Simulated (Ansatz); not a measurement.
In r²SCAN (plane waves, PAW; program Ansatz), Sb$_{2}$W in the orthorhombic phase (Cmc2_1; W on 4a, Sb on 4a, Sb on 4a) relaxes to a = 3.443 Å, b = 12.849 Å, c = 5.930 Å. Its formation energy from the elements is 0.37 eV/atom, with no fitted shifts.

Electronic character: metallic (no gap).

Bader charges are W +0.33, Sb -0.20 to -0.13 e.

The start of the workflow was typed in or built on a structure type; neither database checked (COD, Materials Project) lists it. Its standing as an ambient phase is unchecked. The r²SCAN relaxation kept the symmetry of its start; its stability against distortions is not shown here. No spin polarisation was allowed. The volume moved by -19 % from the start of the relaxation. Its formation energy is positive at this level, so the cell may be metastable or incomplete. The references are the lowest solids computed at this level, not always the standard phases. Spin–orbit coupling is left out wherever it is not named.

Potentials: the later of the program's two PAW sets.
